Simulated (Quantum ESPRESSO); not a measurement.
# MgGa3P3Se: convergence and cost over cutoff and k mesh

A calculation, not a measurement. The program is pw.x of Quantum ESPRESSO 7.5 (plane-wave density functional theory). The cell is made up: 8 atoms on a zincblende/diamond lattice, with randomly drawn elements, strain and displacements, not relaxed. PseudoDojo standard norm-conserving files (v0.5 for PBE, v0.4.1 for LDA and PBEsol) set the functional; there is no spin polarisation, spin-orbit coupling or dispersion term, and the masses in the input are unused placeholders.

Input of the run in row 4:

```
&control calculation='scf', pseudo_dir='./dojo.nc.sr.pbe.v0_5.standard.upf', outdir='./o', disk_io='medium', tprnfor=.true., tstress=.true. /
&system ibrav=0, nat=8, ntyp=4, nbnd=46, ecutwfc=85.99341389, nosym=.true., tot_charge=0,
 occupations='smearing', smearing='fd', degauss=0.0018374661
/
&electrons conv_thr=7.350e-09, electron_maxstep=60, /
ATOMIC_SPECIES
Ga 1.0 Ga.upf
Mg 1.0 Mg.upf
P 1.0 P.upf
Se 1.0 Se.upf
CELL_PARAMETERS angstrom
5.5501 0.0085 0.0413
0.0085 5.4952 0.0145
0.0413 0.0145 5.4965
ATOMIC_POSITIONS angstrom
Mg 0.1198 0.1386 -0.0365
Ga -0.0051 2.8699 2.7732
Ga 2.8284 -0.0008 2.8135
Ga 2.8861 2.8107 0.0704
P 1.3077 1.5162 1.3834
P 1.4097 4.0006 4.1099
P 4.2153 1.4779 4.2282
Se 4.0621 4.1307 1.3959
K_POINTS automatic
4 4 4 1 1 1
```

The same cell was run at these settings. Meshes are shifted by half a step, and differences are from the last row, which is itself not exact.

| cutoff (eV) | k mesh | k points solved | threshold (eV) | free energy less the last row's (eV) | pressure (GPa) | largest stress difference (GPa) | largest force difference (eV/Å) | iterations | wall time (s) | k-point pools | processor |
| --- | --- | --- | --- | --- | --- | --- | --- | --- | --- | --- | --- |
| 819 | 2 x 2 x 2 | 4 | 1e-04 | 4.017 | -27.29 | 34.57 | 0.041 | 7 | 32 | 1 | AMD EPYC, Zen 5 class |
| 1170 | 1 x 1 x 1 | 1 | 1e-07 | 7.751 | 13.34 | 6.62 | 0.591 | 12 | 42 | 1 | AMD EPYC, Zen 5 class |
| 783 | 4 x 4 x 4 | 32 | 1e-07 | 6.856 | -51.51 | 58.58 | 0.017 | 10 | 213 | 1 | AMD EPYC, Zen 5 class |
| 1170 | 4 x 4 x 4 | 32 | 1e-07 | 0.008 | 7.00 | 0.01 | 0.002 | 10 | 444 | 1 | AMD EPYC, Zen 5 class |
| 1467 | 6 x 6 x 6 | 108 | 1e-07 | 0.000 | 7.00 | 0.00 | 0.000 | 10 | 2383 | 1 | AMD EPYC, Zen 5 class |

Each pool is one process. Wall times include start-up and a band step at six k points, which weighs most on the coarsest meshes. The runs were on shared virtual cores whose load varied, so times are rough.